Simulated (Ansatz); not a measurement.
# Eigenvalues along a path: Hf (hcp type)

```yaml
crystal:
  lattice:
    - [3.11856, 0.00000, 0.00000]
    - [-1.55928, 2.70075, 0.00000]
    - [0.00000, 0.00000, 4.94612]
  atoms:
    - { symbol: Hf, position: [0.33333, 0.66667, 0.25000] }
    - { symbol: Hf, position: [0.66667, 0.33333, 0.75000] }
```

The cell comes from a relaxation on PAW files under the same functional.

Computed with Ansatz 0.2.0; functional LDA, scalar-relativistic. Settings: a Γ-centred 15×15×8 k mesh, Fermi–Dirac smearing of 0.08 eV, no spin polarisation. Methods: LAPW: all electrons, basis error target 1 meV/atom.

Spin–orbit coupling is left out, which matters for the heavy atoms.

Path points, in fractions of the reciprocal vectors: Γ (0.000, 0.000, 0.000), M (0.500, 0.000, 0.000), K (0.333, 0.333, 0.000), A (0.000, 0.000, 0.500), L (0.500, 0.000, 0.500), H (0.333, 0.333, 0.500). Levels in eV from the Fermi level; bands 19 to 42, counted from the lowest band of the run. The gap is zero, the pressure 0.03 GPa.

```
# k(1/Å) point b19 b20 b21 b22 b23 b24 b25 b26 b27 b28 b29 b30 b31 b32 b33 b34 b35 b36 b37 b38 b39 b40 b41 b42
0.000 Γ -11.73 -11.70 -11.69 -11.69 -11.69 -11.69 -11.69 -11.68 -11.68 -11.67 -11.64 -11.64 -11.60 -11.59 -7.58 -3.94 1.03 1.13 1.13 1.41 2.01 2.01 2.72 2.72
0.166 - -11.73 -11.70 -11.69 -11.69 -11.69 -11.69 -11.69 -11.68 -11.68 -11.66 -11.64 -11.64 -11.60 -11.60 -7.41 -3.78 0.70 0.76 1.29 1.73 1.85 2.17 2.50 2.56
0.332 - -11.73 -11.70 -11.70 -11.69 -11.69 -11.69 -11.68 -11.67 -11.67 -11.66 -11.65 -11.64 -11.61 -11.61 -6.92 -3.31 0.08 0.10 1.38 1.77 2.11 2.17 2.25 2.62
0.499 - -11.73 -11.70 -11.70 -11.70 -11.68 -11.67 -11.67 -11.67 -11.67 -11.66 -11.66 -11.65 -11.62 -11.61 -6.18 -2.74 -0.68 -0.46 0.91 1.72 1.74 2.53 2.87 3.33
0.665 - -11.73 -11.71 -11.70 -11.69 -11.68 -11.67 -11.67 -11.66 -11.66 -11.66 -11.65 -11.65 -11.64 -11.62 -5.29 -2.45 -1.41 -0.66 0.74 1.31 1.41 3.55 3.67 4.26
0.831 - -11.73 -11.72 -11.70 -11.68 -11.68 -11.67 -11.67 -11.67 -11.65 -11.65 -11.65 -11.64 -11.64 -11.62 -4.41 -2.61 -1.98 -0.66 0.98 1.11 1.16 4.71 4.74 5.28
0.997 - -11.74 -11.72 -11.70 -11.69 -11.68 -11.67 -11.67 -11.66 -11.66 -11.65 -11.65 -11.63 -11.63 -11.62 -3.74 -2.87 -2.34 -0.63 0.78 1.00 1.60 5.84 6.04 6.27
1.163 M -11.74 -11.72 -11.70 -11.69 -11.69 -11.67 -11.67 -11.66 -11.66 -11.66 -11.64 -11.63 -11.63 -11.62 -3.46 -3.03 -2.46 -0.58 0.71 0.94 1.76 6.29 6.85 6.90
1.259 - -11.74 -11.72 -11.70 -11.69 -11.68 -11.67 -11.67 -11.66 -11.66 -11.66 -11.64 -11.63 -11.63 -11.62 -3.40 -2.96 -2.45 -0.62 0.68 0.93 1.78 6.27 6.53 6.84
1.355 - -11.73 -11.72 -11.70 -11.70 -11.68 -11.67 -11.67 -11.67 -11.66 -11.65 -11.64 -11.63 -11.62 -11.62 -3.24 -2.79 -2.44 -0.72 0.59 0.88 1.81 6.06 6.22 6.68
1.451 - -11.73 -11.72 -11.70 -11.70 -11.68 -11.68 -11.67 -11.67 -11.66 -11.65 -11.64 -11.63 -11.62 -11.62 -2.99 -2.51 -2.42 -0.87 0.47 0.81 1.86 5.67 6.13 6.49
1.547 - -11.72 -11.72 -11.70 -11.70 -11.68 -11.68 -11.67 -11.67 -11.65 -11.65 -11.64 -11.64 -11.62 -11.62 -2.67 -2.40 -2.19 -1.07 0.36 0.71 1.93 5.40 5.98 6.32
1.643 - -11.72 -11.71 -11.70 -11.70 -11.69 -11.68 -11.67 -11.67 -11.65 -11.65 -11.65 -11.64 -11.62 -11.62 -2.40 -2.34 -1.87 -1.27 0.29 0.60 2.02 5.29 5.81 6.19
1.739 - -11.72 -11.70 -11.70 -11.70 -11.69 -11.69 -11.67 -11.67 -11.65 -11.65 -11.65 -11.64 -11.62 -11.62 -2.40 -2.04 -1.68 -1.43 0.29 0.48 2.11 5.34 5.66 6.11
1.835 K -11.72 -11.70 -11.70 -11.70 -11.69 -11.69 -11.67 -11.67 -11.66 -11.65 -11.65 -11.64 -11.62 -11.62 -2.40 -1.79 -1.79 -1.43 0.36 0.36 2.15 5.52 5.52 6.08
2.027 - -11.72 -11.70 -11.70 -11.70 -11.70 -11.68 -11.67 -11.66 -11.65 -11.65 -11.65 -11.64 -11.62 -11.62 -2.37 -2.35 -1.58 -1.52 0.21 0.68 1.88 4.93 5.59 6.15
2.219 - -11.72 -11.71 -11.71 -11.71 -11.69 -11.67 -11.67 -11.66 -11.65 -11.65 -11.65 -11.65 -11.63 -11.63 -3.37 -2.13 -1.63 -1.47 0.25 1.14 1.21 4.18 5.41 6.28
2.410 - -11.72 -11.71 -11.71 -11.71 -11.68 -11.67 -11.66 -11.66 -11.66 -11.65 -11.65 -11.64 -11.64 -11.63 -4.58 -1.69 -1.67 -1.38 0.53 0.71 1.61 3.46 4.45 5.47
2.602 - -11.72 -11.71 -11.70 -11.70 -11.68 -11.67 -11.67 -11.67 -11.67 -11.66 -11.65 -11.65 -11.63 -11.62 -5.74 -2.33 -0.97 -0.85 0.78 1.05 2.00 2.82 3.10 4.03
2.794 - -11.73 -11.70 -11.70 -11.69 -11.68 -11.68 -11.68 -11.67 -11.67 -11.66 -11.65 -11.64 -11.61 -11.61 -6.71 -3.12 -0.14 -0.12 1.25 1.73 2.01 2.28 2.29 2.91
2.986 - -11.73 -11.70 -11.70 -11.69 -11.69 -11.69 -11.69 -11.68 -11.68 -11.66 -11.65 -11.64 -11.60 -11.60 -7.35 -3.72 0.60 0.68 1.34 1.78 1.81 2.23 2.40 2.55
3.178 Γ -11.73 -11.70 -11.69 -11.69 -11.69 -11.69 -11.69 -11.68 -11.68 -11.67 -11.64 -11.64 -11.60 -11.59 -7.58 -3.94 1.03 1.13 1.13 1.41 2.01 2.01 2.72 2.72
3.269 - -11.73 -11.70 -11.70 -11.70 -11.69 -11.68 -11.68 -11.68 -11.68 -11.67 -11.64 -11.64 -11.60 -11.59 -7.52 -3.96 0.94 1.10 1.10 1.36 1.97 1.97 2.81 2.81
3.359 - -11.73 -11.70 -11.70 -11.70 -11.70 -11.68 -11.68 -11.67 -11.67 -11.67 -11.64 -11.64 -11.60 -11.59 -7.37 -4.01 0.70 1.02 1.02 1.24 1.85 1.85 3.04 3.04
3.450 - -11.73 -11.71 -11.71 -11.70 -11.69 -11.69 -11.69 -11.67 -11.67 -11.67 -11.64 -11.64 -11.60 -11.59 -7.12 -4.13 0.41 0.94 0.94 1.04 1.68 1.68 3.39 3.39
3.541 - -11.73 -11.71 -11.71 -11.71 -11.70 -11.70 -11.69 -11.67 -11.66 -11.66 -11.63 -11.63 -11.60 -11.59 -6.79 -4.33 0.16 0.80 0.89 0.89 1.49 1.49 3.79 3.79
3.632 - -11.73 -11.71 -11.71 -11.71 -11.70 -11.70 -11.68 -11.67 -11.65 -11.65 -11.63 -11.63 -11.60 -11.59 -6.39 -4.63 0.02 0.55 0.88 0.88 1.30 1.30 4.23 4.23
3.722 - -11.73 -11.72 -11.71 -11.71 -11.71 -11.71 -11.68 -11.67 -11.64 -11.64 -11.63 -11.63 -11.60 -11.59 -5.94 -5.03 0.01 0.31 0.92 0.92 1.14 1.14 4.66 4.66
3.813 A -11.72 -11.72 -11.71 -11.71 -11.71 -11.71 -11.68 -11.68 -11.64 -11.64 -11.64 -11.64 -11.60 -11.60 -5.48 -5.48 0.12 0.12 1.01 1.01 1.01 1.01 5.06 5.06
3.979 - -11.72 -11.72 -11.71 -11.71 -11.71 -11.71 -11.67 -11.67 -11.64 -11.64 -11.64 -11.64 -11.60 -11.60 -5.33 -5.33 -0.04 -0.04 0.96 0.96 1.13 1.13 5.02 5.02
4.146 - -11.72 -11.72 -11.71 -11.71 -11.71 -11.71 -11.67 -11.67 -11.65 -11.65 -11.64 -11.64 -11.61 -11.61 -4.91 -4.91 -0.37 -0.37 0.80 0.80 1.48 1.48 4.93 4.93
4.312 - -11.72 -11.72 -11.70 -11.70 -11.70 -11.70 -11.66 -11.66 -11.65 -11.65 -11.64 -11.64 -11.62 -11.62 -4.36 -4.36 -0.69 -0.69 0.60 0.60 1.97 1.97 4.91 4.91
4.478 - -11.72 -11.72 -11.70 -11.70 -11.69 -11.69 -11.67 -11.67 -11.65 -11.65 -11.65 -11.65 -11.63 -11.63 -3.90 -3.90 -0.89 -0.89 0.55 0.55 2.42 2.42 5.12 5.12
4.644 - -11.72 -11.72 -11.70 -11.70 -11.69 -11.69 -11.67 -11.67 -11.65 -11.65 -11.64 -11.64 -11.64 -11.64 -3.67 -3.67 -1.01 -1.01 0.85 0.85 2.67 2.67 5.65 5.65
4.810 - -11.71 -11.71 -11.70 -11.70 -11.69 -11.69 -11.67 -11.67 -11.65 -11.65 -11.64 -11.64 -11.63 -11.63 -3.64 -3.64 -1.10 -1.10 1.32 1.32 2.75 2.75 6.16 6.16
4.976 L -11.71 -11.71 -11.70 -11.70 -11.69 -11.69 -11.66 -11.66 -11.65 -11.65 -11.65 -11.65 -11.63 -11.63 -3.64 -3.64 -1.14 -1.14 1.53 1.53 2.76 2.76 6.52 6.52
5.072 - -11.71 -11.71 -11.70 -11.70 -11.69 -11.69 -11.66 -11.66 -11.65 -11.65 -11.65 -11.65 -11.63 -11.63 -3.59 -3.59 -1.11 -1.11 1.34 1.34 2.84 2.84 6.24 6.24
5.168 - -11.71 -11.71 -11.70 -11.70 -11.69 -11.69 -11.66 -11.66 -11.66 -11.66 -11.65 -11.65 -11.62 -11.62 -3.43 -3.43 -1.02 -1.02 0.91 0.91 2.92 2.92 6.05 6.05
5.264 - -11.71 -11.71 -11.70 -11.70 -11.69 -11.69 -11.67 -11.67 -11.66 -11.66 -11.65 -11.65 -11.62 -11.62 -3.18 -3.18 -0.89 -0.89 0.43 0.43 2.87 2.87 5.95 5.95
5.360 - -11.70 -11.70 -11.69 -11.69 -11.69 -11.69 -11.67 -11.67 -11.66 -11.66 -11.66 -11.66 -11.62 -11.62 -2.87 -2.87 -0.81 -0.81 0.02 0.02 2.74 2.74 5.85 5.85
5.456 - -11.70 -11.70 -11.69 -11.69 -11.68 -11.68 -11.67 -11.67 -11.67 -11.67 -11.66 -11.66 -11.62 -11.62 -2.51 -2.51 -0.96 -0.96 -0.14 -0.14 2.62 2.62 5.67 5.67
5.552 - -11.70 -11.70 -11.69 -11.69 -11.68 -11.68 -11.67 -11.67 -11.67 -11.67 -11.67 -11.67 -11.62 -11.62 -2.15 -2.15 -1.29 -1.29 -0.10 -0.10 2.58 2.58 5.49 5.49
5.648 H -11.70 -11.70 -11.69 -11.69 -11.68 -11.68 -11.67 -11.67 -11.67 -11.67 -11.67 -11.67 -11.62 -11.62 -1.92 -1.92 -1.53 -1.53 -0.07 -0.07 2.58 2.58 5.41 5.41
5.840 - -11.70 -11.70 -11.69 -11.69 -11.68 -11.68 -11.67 -11.67 -11.67 -11.67 -11.66 -11.66 -11.62 -11.62 -2.41 -2.41 -1.05 -1.05 -0.12 -0.12 2.43 2.43 5.76 5.76
6.032 - -11.71 -11.71 -11.69 -11.69 -11.68 -11.68 -11.67 -11.67 -11.66 -11.66 -11.65 -11.65 -11.63 -11.63 -2.91 -2.91 -0.81 -0.81 -0.06 -0.06 2.22 2.22 6.00 6.00
6.224 - -11.71 -11.71 -11.70 -11.70 -11.68 -11.68 -11.67 -11.67 -11.65 -11.65 -11.64 -11.64 -11.64 -11.64 -3.41 -3.41 -0.84 -0.84 0.09 0.09 2.30 2.30 5.33 5.33
6.416 - -11.71 -11.71 -11.70 -11.70 -11.69 -11.69 -11.66 -11.66 -11.65 -11.65 -11.64 -11.64 -11.63 -11.63 -4.05 -4.05 -0.78 -0.78 0.37 0.37 2.17 2.17 4.78 4.78
6.607 - -11.71 -11.71 -11.71 -11.71 -11.70 -11.70 -11.67 -11.67 -11.65 -11.65 -11.64 -11.64 -11.61 -11.61 -4.74 -4.74 -0.47 -0.47 0.71 0.71 1.64 1.64 4.84 4.84
6.799 - -11.72 -11.72 -11.71 -11.71 -11.71 -11.71 -11.67 -11.67 -11.64 -11.64 -11.64 -11.64 -11.60 -11.60 -5.28 -5.28 -0.08 -0.08 0.95 0.95 1.18 1.18 5.00 5.00
6.991 A -11.72 -11.72 -11.71 -11.71 -11.71 -11.71 -11.68 -11.68 -11.64 -11.64 -11.64 -11.64 -11.60 -11.60 -5.48 -5.48 0.12 0.12 1.01 1.01 1.01 1.01 5.06 5.06
```
